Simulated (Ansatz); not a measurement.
Ansatz 0.2.0, relaxation: ZnSn

Run with:

```bash
ansatz run input.yaml --threads 2 --pin off --max-ram 2560MiB --backend cpu --events-out ev --progress --plain --runs-dir out
```

The input file (Ansatz 0.2.0, plane waves):

```yaml
crystal:
  lattice:
    - [3.319615, 0.0, 0.0]
    - [-1.659808, 2.874878, 0.0]
    - [-1.659808, 0.958293, 4.079195]
  atoms:
    - { symbol: Sn, position: [0.5, 0.5, 0.5] }
    - { symbol: Zn, position: [0.0, 0.0, 0.0] }
  symmetry: { tolerance: 0.0003 }
kpoints:
  mp_grid: { grid: [9, 9, 9], shift: [0, 0, 0] }
magnetization:
  spin_polarized: false
scf:
  occupations: { method: fermi_dirac }
  lower_state_search: "off"
hamiltonian:
  pseudopotentials: { kind: paw }
  xc: pbesol
basis:
  ecutwfc: 420
  fft_grid_basis: typed
relax:
  max_steps: 40
  cell: { p_target: 0.0 }
output:
  forces: true
  stress: true
  eigenvalues: true
  bader: true
  populations: true
  elf: true
  write_potential: true
  volumetric_format: npy
  dos:
    e_range: [-12, 8]
    de: 0.05
    projected: { site_lists: { Sn: [Sn], Zn: [Zn] } }
checkpoint:
  read: saved_state
```

Origin of the cell: a known structure type with other elements, at an estimated volume, so it need not be a known compound.

The smearing width isn't typed, so it takes its default of 0.1 eV.

The saved state is a converged single point of the same cell.

Steps («new basis» is an SCF on plane waves selected anew at the same cell):

| step | ΔF (meV/atom) | max force component (eV/Å) | P (GPa) | volume (Å³) | SCF iterations | step was |
| --- | --- | --- | --- | --- | --- | --- |
| 1 | 0.0 | 0.000 | 6.03 | 38.93 | 6 | accepted |
| 2 | -39.8 | 0.000 | -1.07 | 43.05 | 6 | accepted |
| 3 | -45.3 | 0.000 | -0.62 | 42.75 | 6 | accepted |
| 4 | -47.0 | 0.000 | -0.04 | 42.40 | 5 | accepted |
| 5 | -47.1 | 0.000 | 0.00 | 42.36 | 4 | accepted |
| 6 | -47.9 | 0.000 | 0.01 | 42.36 | 7 | new basis |

Step 1, with forces in eV/Å:

```xyz
2
Lattice="3.320 0.000 0.000 -1.660 2.875 0.000 -1.660 0.958 4.079" Properties=species:S:1:pos:R:3:forces:R:3 pbc="T T T" step=1
Sn    0.000    1.917    2.040    0.000    0.000    0.000
Zn    0.000    0.000    0.000    0.000    0.000    0.000
```

Step 2, with forces in eV/Å:

```xyz
2
Lattice="3.484 0.000 0.000 -1.742 3.017 0.000 -1.742 1.006 4.096" Properties=species:S:1:pos:R:3:forces:R:3 pbc="T T T" step=2
Sn    0.000    2.011    2.048    0.000    0.000    0.000
Zn    0.000    0.000    0.000    0.000    0.000    0.000
```

Step 3, with forces in eV/Å:

```xyz
2
Lattice="3.505 0.000 0.000 -1.753 3.035 0.000 -1.753 1.012 4.018" Properties=species:S:1:pos:R:3:forces:R:3 pbc="T T T" step=3
Sn    0.000    2.024    2.009    0.000    0.000    0.000
Zn    0.000    0.000    0.000    0.000    0.000    0.000
```

Step 6, with forces in eV/Å:

```xyz
2
Lattice="3.520 0.000 0.000 -1.760 3.048 0.000 -1.760 1.016 3.949" Properties=species:S:1:pos:R:3:forces:R:3 pbc="T T T" step=6
Sn    0.000    2.032    1.974    0.000    0.000    0.000
Zn    0.000    0.000    0.000    0.000    0.000    0.000
```

- Free energy lowered by: 47.9 meV/atom
- Volume change: 8.82 %
- Final pressure: 0.01 GPa
- Relaxation steps listed: 6

Caveats: the relaxation held the start's symmetry, so the end may be a saddle point.

Time: 15 s on 2 threads of Arm Neoverse V2, with other jobs on the host, peak memory 0.38 GiB, from a saved density.
